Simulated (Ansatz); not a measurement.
Ti3Ga:
```
Ti3Ga
1.0
    5.68477     0.00000     0.00000
   -2.84238     4.92315     0.00000
    0.00000     0.00000     4.61932
Ti Ga
6 2
Direct
  0.17063   0.34126   0.75000
  0.82937   0.65874   0.25000
  0.82937   0.17063   0.25000
  0.17063   0.82937   0.75000
  0.65874   0.82937   0.75000
  0.34126   0.17063   0.25000
  0.66667   0.33333   0.75000
  0.33333   0.66667   0.25000
```

Relaxed with r²SCAN. Special points in fractions of this cell's reciprocal vectors: Γ (0.000, 0.000, 0.000); M (0.500, 0.000, 0.000); K (0.333, 0.333, 0.000); A (0.000, 0.000, 0.500); L (0.500, 0.000, 0.500); H (0.333, 0.333, 0.500).

Task: List the band energies nearest the Fermi level at these points for plane-wave PAW r²SCAN (Ansatz code).

Result: In eV from the Fermi level; about four levels below and three above (degenerate sets whole), none deeper than 8.9 eV; points with the same levels are listed once.

```csv
k,below,above
Γ,-0.78 -0.78 -0.70 -0.56 -0.08,0.82 0.82 0.90
M,-0.64 -0.53 -0.41 -0.22,0.61 0.64 0.81
K,-0.59 -0.59 -0.57 -0.09 -0.09,0.53 0.61 0.61
A,-0.62 -0.62 -0.23 -0.23,0.46 0.46 0.46 0.46
L,-0.41 -0.41 -0.07 -0.07,0.04 0.04 0.37 0.37
H,-0.36 -0.36 -0.05 -0.05,0.71 0.71 1.08 1.08
```

Space group P6_3/mmc. The first step of the workflow began from a Materials Project structure, measured or hypothetical; the Crystallography Open Database files this formula in space group No. 194, but the cells were not matched. Whether it is the stable phase at ambient conditions was not checked. Symmetry was held in the r²SCAN relaxation; its stability against distortions is not shown here. No spin polarisation was allowed. Spin–orbit coupling is left out wherever it is not named.

Potentials: the later of the program's two PAW sets.
